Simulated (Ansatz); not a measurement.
Given:

TiS₂:
```
CELL_PARAMETERS angstrom
      3.35082     0.00000     0.00000
     -1.67541     2.90189     0.00000
      0.00000     0.00000     5.63734
ATOMIC_POSITIONS crystal
  Ti 0.00000 0.00000 0.00000
  S  0.66667 0.33333 0.25273
  S  0.33333 0.66667 0.74727
```

This is the PBEsol-relaxed structure. Tensor components refer to the Cartesian frame of this cell.

Problem. All from PBEsol in the plane-wave PAW code Ansatz, unless another level is named. Estimate the Debye temperature from the elastic constants.

Solution. 359 K.

Problem. What about the elastic constants (relaxed ions, GPa)?

Solution. C11 = 140, C12 = 26.7, C13 = 7.5, C14 = 3.0, C33 = 30.9, C44 = 13.9.

Space group P-3m1 (CdI2 type). The cell was relaxed with PBEsol under the symmetry of its start; of distortions, only those at the zone centre were tested. The workflow began spin-polarised and lost its moments. A crystal of weakly bound layers computed without a dispersion correction: the cell and the soft elastic constants depend strongly on that. As this level gives no gap, shear constants depend on the k-mesh and smearing (Fermi–Dirac, 0.1 eV here).

Potentials: the later of the program's two PAW sets.
